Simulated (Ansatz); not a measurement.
**Find the missing element**

Cell vectors (Å):

```
 2.4704 -1.4263  0.0081
 2.4704  1.4263  0.0081
-0.0144  0.0000  4.3616
```

```csv
atom,a,b,c
Zn,0.3333,0.3333,0.2500
X,0.6667,0.6667,0.7500
```

All numbers below come from PBEsol, all-electron LAPW in Ansatz 0.2.0, scalar-relativistic. k mesh 14×14×8, Fermi-Dirac smearing of 0.100 eV.

Harmonic phonons of a crystal by Kohn-Sham DFT at the given cell, standard atomic masses, acoustic sum rule imposed; negative wavenumbers are unstable modes.

```
point  q a (r.l.u.)  q b (r.l.u.)  q c (r.l.u.)  branch  phonon wavenumber (cm⁻¹)
Gamma             0             0             0       4                        95
Gamma             0             0             0       6                     199.6
```

All X atoms are one element. Which one was computed?

Ag; the crystal is ZnAg (P-6m2, a database entry that needn't be its stable phase).

Limits of these numbers: responses of metals move with mesh and smearing; zone-boundary modes aren't tested.
